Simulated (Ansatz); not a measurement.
Zn (hcp, Mg type)

```xyz
4
Lattice="5.2444 0.0000 0.0000 -1.3111 2.2709 0.0000 0.0000 0.0000 5.1932" Properties=species:S:1:pos:R:3 pbc="T T T"
Zn     0.0000     1.5139     3.8949
Zn     2.6222     1.5139     3.8949
Zn     1.3111     0.7570     1.2983
Zn     3.9333     0.7570     1.2983
```

A phonon eigenvector at M = (0.5, 0.0, 0.0) is frozen into this cell: atom i moves by Q times the vector below, so Q is the largest atomic displacement, in Å. The cell is held. (q is in reciprocal vectors of the primitive cell; the cell shown is doubled to hold the pattern.)

```
atom      x      y       z
----  -----  -----  ------
Zn1   0.000  0.000  -1.000
Zn2   0.000  0.000   1.000
Zn3   0.000  0.000   1.000
Zn4   0.000  0.000  -1.000
```

All values below come from PBE (plane waves to 420 eV, PAW, scalar-relativistic; Ansatz, a first-principles code). k mesh 10×20×9 (Γ-centred), Fermi-Dirac smearing 0.05 eV. With partly filled bands, energies and forces of such displacements shift with the k mesh and the smearing. The PAW data are Ansatz's earlier set. Zn was relaxed with its symmetry unable to fall.

At one point of the scan the forces (eV/Å) are:

| atom | Fx | Fy | Fz |
|---|---|---|---|
| Zn1 | -0.065 | -0.037 | -0.227 |
| Zn2 | -0.065 | -0.037 | 0.227 |
| Zn3 | 0.065 | 0.037 | 0.227 |
| Zn4 | 0.065 | 0.037 | -0.227 |

### Question
Which point is it?
A) Q = -0.047 Å
B) Q = -0.233 Å
C) Q = -0.187 Å
D) Q = -0.280 Å

### Answer
C, Q = -0.187 Å

(For displaced atoms, the force is minus the slope of the energy, and its curvature is a force constant, which sets phonon frequencies.)
